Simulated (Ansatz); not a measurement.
Two states of Eu2TiH6

```xyz
9
Lattice="5.4535 0.0000 0.0000 -2.7267 4.7228 0.0000 0.0000 0.0000 4.0611" Properties=species:S:1:pos:R:3 pbc="T T T"
Eu   -0.0003    3.1487    1.0725
Eu    2.7270    1.5741    2.9886
Ti    0.0000    0.0000    0.0000
H     3.9982    0.8402    0.9868
H     2.7267    3.0425    0.9868
H     1.4553    0.8402    0.9868
H    -1.2715    3.8826    3.0742
H     1.2715    3.8826    3.0742
H     0.0000    1.6804    3.0742
```

Level: PBE; 420 eV; 4×4×5 Γ-centred mesh; gaussian occupations (width 0.2217 eV); Ansatz 0.2.0, fixed geometry. The cell carries a charge of -1 e on a uniform background.

State A: Eu1 up, Eu2 down, Ti3 down (collinear spin). State B: Eu1 up, Eu2 up, Ti3 up (collinear spin).

Problem. Which state is lower, and how do they differ?

Solution. State B is lower by 6.0 meV an atom at zero smearing. So small a gap isn't resolved on this mesh where a state is a metal.

| state | free energy (meV/atom) | largest moment in a small sphere (μB) | net moment (μB/cell) | gap on mesh (eV) | pressure (GPa) | largest force (eV/Å) |
| --- | --- | --- | --- | --- | --- | --- |
| A | 5.7 | 6.66 | 1.87 | metal | n/a | 0.23 |
| B | 0.0 | 6.67 | 15.86 | metal | n/a | 0.20 |

Origin: a known structure type with other elements, at an estimated volume, so it need not be a known compound. Caveats: the k mesh is coarse if the cell is a metal; charged cell with a uniform background; wide smearing; f shells without a U or exact exchange are poorly placed.
